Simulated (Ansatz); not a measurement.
Stress against strain in Ti

```yaml
crystal:
  lattice:
    - [2.95000, 0.00000, 0.00000]
    - [-1.47500, 2.55477, 0.00000]
    - [0.00000, 0.00000, 4.68600]
  atoms:
    - { symbol: Ti, position: [0.33333, 0.66667, 0.25000] }
    - { symbol: Ti, position: [0.66667, 0.33333, 0.75000] }
```

Atoms are numbered in the order listed.

The conventional cell has a = 2.950 Å, b = 2.950 Å, c = 4.686 Å, α = 90.00°, β = 90.00°, γ = 120.00°. Ti (atom 1) is surrounded by 12 Ti at 2.90 to 2.95 Å.

The geometry is COD entry 9008517, unchecked; take it as a test cell.

Theory: DFT, PBEsol, all-electron LAPW, scalar-relativistic (Ansatz 0.2.0).

The runs use a Γ-centred 13×13×7 k mesh, Fermi–Dirac smearing of 0.08 eV, basis error target 0.5 meV/atom, no spin polarisation.

The strain is applied along the Cartesian axes of the cell as listed (the other components stay zero). Fractional coordinates are held (clamped ions).

σ is the change of stress from the unstrained cell, which is at -5.81 GPa; tension is positive, so slopes are stress–strain coefficients at that pressure. In a metal the k mesh adds noise.

Only quantities that a quadratic follows smoothly over the whole series are listed; rougher ones are left out.

```
    εzz  σzz (GPa)  σxx (GPa)
-0.0300      -5.51      -2.11
-0.0200      -3.59      -1.36
-0.0100      -1.75      -0.66
 0.0000       0.00       0.00
 0.0200       3.19       1.22
 0.0300       4.64       1.78
```

(1) Fit the series and read off the stiffness at zero strain.

(2) One run, at εzz = 0.0100, is withheld. Predict its row.

Answers

(1) Least-squares fits y = p0 + p1 x + p2 x² to the rows give σzz (GPa): p1 = 169, p2 = -480; σxx (GPa): p1 = 64.7, p2 = -190. So C33 = 169 GPa and C13 = 65 GPa, for these axes.

(2) The fits give 1.64, 0.63; the run gave 1.65, 0.62.
